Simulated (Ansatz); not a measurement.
Task: Each is relaxed and computed with plane-wave PAW r²SCAN (Ansatz code). Which is the only metal?
(A) AlN, Pm-3n (Al on 6c, N on 6d)
(B) Nb2AlC, P6_3/mmc (Al on 2d, Nb on 4f, C on 2a)
(C) Li2Nb4NiO12, P1 (Pearson symbol aP19)
(D) LaAlH6, R-3m (La on 3b, Al on 3a, H on 18h)

Result: B, Nb2AlC, P6_3/mmc (Al on 2d, Nb on 4f, C on 2a). Nb2AlC: metal; AlN: gap 3.01 eV (direct); LaAlH6: gap 2.95 eV (indirect); Li2Nb4NiO12: gap 2.62 eV (indirect). Spin orders computed, not proven ground states: Li2Nb4NiO12, P1 (Pearson symbol aP19) ferromagnetic. Typed or built starts, not in the databases checked: AlN, Pm-3n (Al on 6c, N on 6d); Li2Nb4NiO12, P1 (Pearson symbol aP19). Not the usual ambient phase: AlN, Pm-3n (Al on 6c, N on 6d). Standing as an ambient phase not checked: Nb2AlC, P6_3/mmc (Al on 2d, Nb on 4f, C on 2a); LaAlH6, R-3m (La on 3b, Al on 3a, H on 18h). All cells were relaxed under the symmetry of their starts (and spin orders); stability against distortions was not tested throughout. Rows with no word on spin ran without spin polarisation. No Hubbard U is applied. Scalar-relativistic: spin–orbit coupling is off unless named, which matters more the heavier the elements.

Potentials: the later of the program's two PAW sets.
